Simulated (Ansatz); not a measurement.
Ansatz (an electronic-structure program) input:

Ansatz 0.2 input:
```yaml
crystal:
  lattice:
    - [4.0013535635, 0.0, 0.0]
    - [0.0, 4.0013535635, 0.0]
    - [0.0, 0.0, 4.0013535635]
  atoms:
    - { symbol: H, position: [0.1487746963, 0.1487746963, 0.8512253037] }
    - { symbol: H, position: [0.1487746963, 0.8512253037, 0.1487746963] }
    - { symbol: H, position: [0.8512253037, 0.8512253037, 0.8512253037] }
    - { symbol: H, position: [0.8512253037, 0.1487746963, 0.1487746963] }
    - { symbol: Br, position: [0.5, 0.5, 0.5] }
    - { symbol: N, position: [0.0, 0.0, 0.0] }
kpoints:
  mp_grid: { grid: [7, 7, 7] }
hamiltonian:
  xc: r2scan
  dispersion: d4
  pseudopotentials: { kind: paw }
scf:
  occupations: { method: fixed }
phonons:
  method: dfpt
  response_accuracy: low
  eigenvectors: true
  rigid_motions: translations
  dielectric: true
  raman: true
```

Output (shortened):

```
Pseudopotential: H, paw, valence charge 1
Pseudopotential: Br, paw, valence charge 7
Pseudopotential: N, paw, valence charge 5
Functional definition: r2SCAN
Crystal: 6 atoms, lattice volume = 64.065 Å³
Basis set: ecut = 500 eV, 1647 PW (Γ), exchange–correlation on 150×150×150 points (125 copies of the dense FFT grid, shifted against one another)
Bands: 14, of which v1, the nominal top of the filled ones, is band 8 counted from 1 (7 counted from 0)
Symmetry: 24 space group operations
k-points: 100 of 343 (irreducible under 2 space group operations, time reversal used)
SCF iter   1: F=—  HF=-3245.214869 eV  |F-HF|=—  |Δ(HF+E_count)|=         —  Δρ=3.22e-3  dr2=3.93e-3  dr2_τ=2.53e-1  ethr=1.77e-3  ⟨swp⟩=6.0  Hψ=7195  notcnv=0  defer=371
preconditioner: auto → none
SCF iter   2: F=—  HF=-3245.091421 eV  |F-HF|=—  |Δ(HF+E_count)|=   1.23e-1  Δρ=1.84e-3  dr2=7.74e-4  dr2_τ=1.02e-4  ethr=2.46e-5  ⟨swp⟩=3.0  Hψ=3464  notcnv=0  defer=393
SCF iter   3: F=—  HF=-3245.089405 eV  |F-HF|=—  |Δ(HF+E_count)|=   2.02e-3  Δρ=5.07e-4  dr2=1.50e-4  dr2_τ=2.16e-5  ethr=4.84e-6  ⟨swp⟩=2.0  Hψ=2099  notcnv=0  defer=393
SCF iter   4: F=—  HF=-3245.089434 eV  |F-HF|=—  |Δ(HF+E_count)|=   2.92e-5  Δρ=1.80e-4  dr2=1.54e-5  dr2_τ=4.13e-6  ethr=9.40e-7  ⟨swp⟩=2.0  Hψ=2081  notcnv=0  defer=385
SCF iter   5: F=—  HF=-3245.089436 eV  |F-HF|=—  |Δ(HF+E_count)|=   1.53e-6  Δρ=4.64e-5  dr2=7.74e-7  dr2_τ=9.36e-8  ethr=9.64e-8  ⟨swp⟩=2.1  Hψ=1957  notcnv=0  defer=174
SCF iter   6: F=—  HF=-3245.089436 eV  |F-HF|=—  |Δ(HF+E_count)|=   7.94e-8  Δρ=9.94e-6  dr2=4.00e-8  dr2_τ=6.68e-9  ethr=4.84e-9  ⟨swp⟩=2.1  Hψ=2029  notcnv=0  defer=156
SCF iter   7: F=—  HF=-3245.089436 eV  |F-HF|=—  |Δ(HF+E_count)|=   2.75e-8  Δρ=2.70e-6  dr2=2.51e-9  dr2_τ=1.13e-10  ethr=2.50e-10  ⟨swp⟩=2.5  Hψ=2111  notcnv=0  defer=156
SCF iter   8: F=—  HF=-3245.089436 eV  |F-HF|=—  |Δ(HF+E_count)|=   2.00e-9  Δρ=1.25e-6  dr2=6.02e-10  dr2_τ=3.81e-11  ethr=1.57e-11  ⟨swp⟩=2.6  Hψ=2195  notcnv=0  defer=156
SCF iter   9: F=-3245.089436 eV  HF=-3245.089436 eV  |F-HF|=3.96e-11  |Δ(HF+E_count)|=  9.09e-13  Δρ=4.46e-7  dr2=7.86e-11  dr2_τ=5.61e-12  ethr=1.00e-12  ⟨swp⟩=12.6  Hψ=10280  notcnv=0
SCF 1 converged in 9 iterations: F = -3245.089436 eV  dr2 = 7.86e-11
NSCF: frozen V_eff on 5 k-points
DFPT response loops at Γ: preconditioner auto → none (the input reference at scf.mixing.eps_inf says where Resta's filter doesn't serve); β = 0.50 …
── the response to a field inside a basis, on 8×8×8 k-points: an SCF that follows is theirs, and a resumed run solves both again ──
Crystal: 6 atoms, lattice volume = 64.065 Å³
Bands: 9, of which v1, the nominal top of the filled ones, is band 8 counted from 1 (7 counted from 0)
k-points: 20 of 512 (time reversal used)
SCF iter   1: F=—  HF=-3245.086289 eV  |F-HF|=—  |Δ(HF+E_count)|=         —  Δρ=2.11e-4  dr2=6.67e-6  dr2_τ=4.33e-6  ethr=1.00e-1
preconditioner: auto → none
SCF iter   2: F=—  HF=-3245.086297 eV  |F-HF|=—  |Δ(HF+E_count)|=   8.27e-6  Δρ=9.96e-5  dr2=1.31e-6  dr2_τ=7.69e-7  ethr=4.17e-8
SCF iter   3: F=—  HF=-3245.086298 eV  |F-HF|=—  |Δ(HF+E_count)|=   9.52e-7  Δρ=2.46e-5  dr2=1.83e-7  dr2_τ=4.98e-8  ethr=8.17e-9
SCF iter   4: F=—  HF=-3245.086298 eV  |F-HF|=—  |Δ(HF+E_count)|=   3.10e-7  Δρ=3.87e-6  dr2=7.07e-9  dr2_τ=1.33e-9  ethr=1.14e-9
SCF iter   5: F=—  HF=-3245.086298 eV  |F-HF|=—  |Δ(HF+E_count)|=   4.53e-9  Δρ=1.26e-6  dr2=5.92e-10  dr2_τ=5.47e-11  ethr=4.42e-11
SCF iter   6: F=-3245.086298 eV  HF=-3245.086298 eV  |F-HF|=1.82e-12  |Δ(HF+E_count)|=   5.12e-9  Δρ=8.84e-8  dr2=3.26e-12  dr2_τ=4.96e-13  ethr=3.70e-12
SCF 1 converged in 6 iterations: F = -3245.086298 eV  dr2 = 3.26e-12
DFPT response loops at Γ: mixed as the last ones told, above
DFPT response loops at Γ: mixed as the last ones told, above
SCF converged after 9 iterations
Free energy (F): -3245.089436 eV
Harris-Foulkes:  -3245.089436 eV  (|F-HF|=3.96e-11)
Internal energy: -3245.089436 eV  (E = F + TS)
E sigma→0 (E₀):  -3245.089436 eV
Fermi energy:    0.747016 eV
--- Per-component energies (eV) ---
  E_band       = -104.201224
  E_kinetic    = 321.930090
  E_local      = -639.522123  (includes V_loc(G=0)·N_el)
  E_nonlocal   = 122.223046
  E_hartree    = 180.814675
  E_xc         = -346.005153
  E_vxc        = -250.250385  (∫ρ·V_xc dr)
  E_paw        = -2402.183547  (= ΣΔE_a)
  E_vpaw       = -34.307441  (= ΣTr[D̂ρ^β])
  E_aug_tail   = -0.001761  (compensation charges beyond the density's cutoff)
  E_vtau       = 14.097876  (kinetic-family band-sum trace: ∫τ·v_τ [+ j·A + Jᵃ·Aᵃ] dr)
  E_ewald      = -481.980970
  E_disp       = -0.175936  (pairwise vdW)
  E_core_change = -0.187758  (= ΣΔE_core)
  E_smearing   =  0.000000  (= −TS)
  E_closure    = 0.000000  (closes the sum)
  Σ components = -3245.089436   (vs F -3245.089436, Δ=0.00e0)
  [band-id]    e_kinetic+e_local+e_nonlocal+2·e_hartree+e_vxc+e_vpaw+e_augmentation_tail+e_vtau = -104.201347   (vs E_band -104.201224, Δ=-1.23e-4)
--- Band table (eV; the first three rows and the last of 100) ---
  k-point 0: bands = ["-18.5665", "-12.3449", "-7.0309", "-7.0309", "-7.0309", "0.6888", "0.6888", "0.6888", "5.5769", "8.2774", "8.2774", "11.2541", "11.2541", "11.2541"]
  k-point 1: bands = ["-18.5523", "-12.3523", "-7.0433", "-7.0158", "-7.0158", "0.2575", "0.6660", "0.6660", "6.0812", "8.4692", "8.7628", "11.1609", "11.1609", "11.3281"]
  k-point 2: bands = ["-18.5201", "-12.3710", "-7.0621", "-6.9812", "-6.9812", "-0.5192", "0.6131", "0.6131", "7.1451", "9.0425", "9.7276", "11.0281", "11.0281", "11.5931"]
  k-point 99: bands = ["-18.4746", "-12.3152", "-7.1914", "-7.0116", "-7.0001", "-0.7932", "0.2926", "0.4720", "8.3131", "9.1051", "9.9321", "10.5150", "10.6650", "11.6381"]
--- Phonons (Γ-DFPT): 3 representative perturbations + reference, on 100 of 343 k-points (Σ response iterations 18) ---
  ASR residual: 6.732e-4 → 0.000e0 eV/Å²; symmetrization residual: 9.269e-6 eV/Å²
  pairwise dispersion correction: d4 (s6 = 1.0, s8 = 0.6018749, s9 = 1.0, a1 = 0.51559235, a2_bohr = 5.77342911), with the weights of each atom's references …
  ASR residual per site (eV/Å²): 3.50e-5 3.50e-5 3.50e-5 3.50e-5 6.73e-4 3.91e-5
  Γ frequencies (cm⁻¹): 0.00 0.00 0.00 159.10 159.10 159.10 389.22 389.22 389.22 1438.39 1438.39 1438.39 1738.10 1738.10 3185.59 3238.06 3238.06 3238.06
  ε∞ (high-frequency dielectric tensor):
        2.969847     0.000000     0.000000
        0.000000     2.969847     0.000000
        0.000000     0.000000     2.969847
  ε⁰ (static dielectric tensor: ions relaxed, cell fixed):
        6.520525     0.000000     0.000000
        0.000000     6.520525     0.000000
        0.000000     0.000000     6.520525
  ε⁰ − ε∞ (ionic part):
        3.550678     0.000000     0.000000
        0.000000     3.550678     0.000000
        0.000000     0.000000     3.550678
  softest optical mode at Γ: 159.10 cm⁻¹; the repairs (sum rule, projections) moved no ω² at Γ by more than (7.80 cm⁻¹)²
  Born effective charges Z* (e; rows j = field, columns β = displacement):
    site 0:
         0.54374    0.26990   -0.26990
         0.26990    0.54374   -0.26990
        -0.26990   -0.26990    0.54374
    site 1:
         0.54374   -0.26990    0.26990
        -0.26990    0.54374   -0.26990
         0.26990   -0.26990    0.54374
    site 2:
         0.54374    0.26990    0.26990
         0.26990    0.54374    0.26990
         0.26990    0.26990    0.54374
    site 3:
         0.54374   -0.26990   -0.26990
        -0.26990    0.54374    0.26990
        -0.26990    0.26990    0.54374
    site 4:
        -1.25009    0.00000    0.00000
         0.00000   -1.25009    0.00000
         0.00000    0.00000   -1.25009
    site 5:
        -0.92488    0.00000    0.00000
         0.00000   -0.92488    0.00000
         0.00000    0.00000   -0.92488
  Z* charge neutrality: 5.034e-4 e pre-enforcement
  solved inside a basis spanned on kpoints, on 8×8×8 k-points: ε∞ is read to err by 8.4e-3, Z* by 8.4e-3 e (field_mesh: kpoints solves on kpoints) …
  Raman tensors (in the event stream and the table raman_tensors.tsv) …
  optical modes at Γ without the LO–TO term, one row a degenerate level:
      ω (cm⁻¹)  modes    IR ((D/Å)²/amu)  static Raman (Å⁴/amu)  depolarisation
        159.10      3             7.7151                 8.5160           0.750
        389.22      3             0.0000                 0.0000               —
       1438.39      3             9.8393                 3.8937           0.750
       1738.10      2             0.0000                96.8589           0.750
       3185.59      1             0.0000              1453.0572           0.000
       3238.06      3           109.2436              3089.9306           0.750
  optical modes at Γ + LO–TO along q̂ = [1.0000, 0.0000, 0.0000]:
      ω (cm⁻¹)  modes    IR ((D/Å)²/amu)  static Raman (Å⁴/amu)  depolarisation
        159.10      2             5.1434                 5.6773           0.750
        229.30      1             2.2995                 0.6449           0.750
        389.22      3             0.0000                 0.0000               —
       1438.39      2             6.5595                 2.5958           0.750
       1450.69      1             3.0613                 5.0169           0.750
       1738.10      2             0.0000                96.8589           0.750
       3185.59      1             0.0000              1453.0572           0.000
       3238.06      2            72.8291              2059.9537           0.750
       3300.92      1            36.9052               885.2126           0.750
  optical modes at Γ + LO–TO along q̂ = [0.0000, 1.0000, 0.0000]:
      ω (cm⁻¹)  modes    IR ((D/Å)²/amu)  static Raman (Å⁴/amu)  depolarisation
        159.10      2             5.1434                 5.6773           0.750
        229.30      1             2.2995                 0.6449           0.750
        389.22      3             0.0000                 0.0000               —
       1438.39      2             6.5595                 2.5958           0.750
       1450.69      1             3.0613                 5.0169           0.750
       1738.10      2             0.0000                96.8589           0.750
       3185.59      1             0.0000              1453.0572           0.000
       3238.06      2            72.8291              2059.9537           0.750
       3300.92      1            36.9052               885.2126           0.750
  optical modes at Γ + LO–TO along q̂ = [0.0000, 0.0000, 1.0000]:
      ω (cm⁻¹)  modes    IR ((D/Å)²/amu)  static Raman (Å⁴/amu)  depolarisation
        159.10      2             5.1434                 5.6773           0.750
        229.30      1             2.2995                 0.6449           0.750
        389.22      3             0.0000                 0.0000               —
       1438.39      2             6.5595                 2.5958           0.750
       1450.69      1             3.0613                 5.0169           0.750
       1738.10      2             0.0000                96.8589           0.750
       3185.59      1             0.0000              1453.0572           0.000
       3238.06      2            72.8291              2059.9537           0.750
       3300.92      1            36.9052               885.2126           0.750
```

Cost: about 7 core-minutes (a rough figure) on shared cores.

Space group P-43m. The first step of the workflow began from a Materials Project structure, measured or hypothetical; the Crystallography Open Database files this formula in space group No. 215, but the cells were not matched. Whether it is the stable phase at ambient conditions was not checked. Symmetry was held in the r²SCAN+D4 relaxation; phonons on a q-mesh show no instability. Scalar-relativistic: spin–orbit coupling is off unless named, which matters more the heavier the elements.

Potentials: the later of the program's two PAW sets.

Ansatz is a plane-wave DFT program.
